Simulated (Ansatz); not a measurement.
NaF:
```
NaF
1.0
    0.00000     2.31469     2.31469
    2.31469     0.00000     2.31469
    2.31469     2.31469     0.00000
Na F
1 1
Direct
  0.00000   0.00000   0.00000
  0.50000   0.50000   0.50000
```

Relaxed with PBEsol.

**Question.** Decompose the optical modes at the zone centre into irreducible representations, and say which are infrared and Raman allowed.

**Answer.** Point group m-3m: Γ_opt = T1u. Infrared: T1u. Raman: none.

**Question.** Assign frequencies (DFPT, PBEsol in the plane-wave PAW code Ansatz; without the LO–TO term).

**Answer.** T1u 239 cm⁻¹.

Space group Fm-3m (rock salt). Symmetry was held in the PBEsol relaxation; of distortions, only those at the zone centre were tested.

Potentials: the later of the program's two PAW sets.
